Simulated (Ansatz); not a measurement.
## BaTiO3: a film clamped to a substrate

Computed with DFT r2SCAN, scalar-relativistic, plane waves, PAW (Ansatz). Cutoff 500 eV, Γ-centred 8×8×8 k-points, Gaussian smearing of 0.05 eV. Spin–orbit coupling is left out, which matters for the heavy elements here. No spin polarisation. Energies are free energies at this smearing, counted from the undisturbed cell; pressure is positive in compression.

Zero of the scan (relaxed at this level; it needn't be the usual structure):

```
Ba Ti O
1.0
     3.99397    0.00000    0.00000
     0.00000    3.99397    0.00000
     0.00000    0.00000    3.99410
Ba Ti O
1 1 3
Direct
  0.00000 0.00000 0.00000
  0.50000 0.50000 0.50000
  0.50000 0.50000 0.00000
  0.50000 0.00000 0.50000
  0.00000 0.50000 0.50000
```

The cell (5 atoms, V0 = 63.71 Å³) is strained by p along both x and y and by q along z, fractional coordinates fixed. τp = (1/V0) ∂E/∂p = (σxx + σyy)(1 + p)(1 + q) and τq = (1/V0) ∂E/∂q = σzz(1 + p)², with tension positive.

```csv
p,q,ΔE (meV/atom),τp (GPa),τq (GPa)
0.000,0.000,0.00,-0.01,0.00
-0.040,0.000,62.82,-42.33,-9.77
0.040,0.000,47.71,28.06,8.41
0.000,-0.040,23.04,-9.75,-15.52
0.000,0.040,17.52,8.48,10.29
```

**Question.** Get the second derivatives of the energy density.

**Answer.** Central differences give A = ∂τp/∂p = 880 GPa (C11 + C22 + 2 C12), C = ∂τq/∂q = 323 GPa (C33) and the cross term B = ∂τq/∂p = 227 GPa (C13 + C23); ∂τp/∂q = 228 GPa must equal B, and any difference shows higher-order terms. Steps this large leave an error of some per cent of A or C in all of these, which can swamp a small B. The ions are clamped. In a cubic crystal C11 = C = 323, C12 = B/2 = 114 GPa and A should be 2(C11 + C12) = 872 GPa; the bulk modulus is (C11 + 2 C12)/3 = 183 GPa.

**Question.** A film of this crystal grows with z along the normal on a substrate that imposes p. How does its thickness respond, and what does the misfit cost?

**Answer.** Count p and q from the stress-free cell. A free surface needs τq = 0, so q = −(B/C) p = -0.70 p. The energy density left is (A − B²/C) p²/2 = M p², with the biaxial modulus M = 360 GPa; a misfit of 1 % costs 2.86 meV/atom, against 3.50 meV/atom if the thickness were held.

At p = 0.080 the energies along q are 164.4 (q = -0.080), 139.2 (q = -0.040), 168.3 (q = 0.000), 232.1 (q = 0.040), 317.1 (q = 0.080) meV/atom.

**Question.** Does the linear rule hold at this misfit?

**Answer.** A parabola through the lowest point and its neighbours has its minimum at q = -0.041, 139.1 meV/atom. With the stress left in the starting cell, τp0 and τq0, linear elasticity gives q = −(τq0 + Bp)/C = -0.056 and E = V0(τp0 p + τq0 q + Ap²/2 + Bpq + Cq²/2)/N = 183.1 meV/atom. The energies differ by more than a tenth, so the quadratic law fails here: the gap holds the anharmonic part, with some error from the wide steps. Cubic terms also shift the vertex of so wide a parabola.

Symmetry holds off the tilts and polar distortions that many cubic perovskites undergo.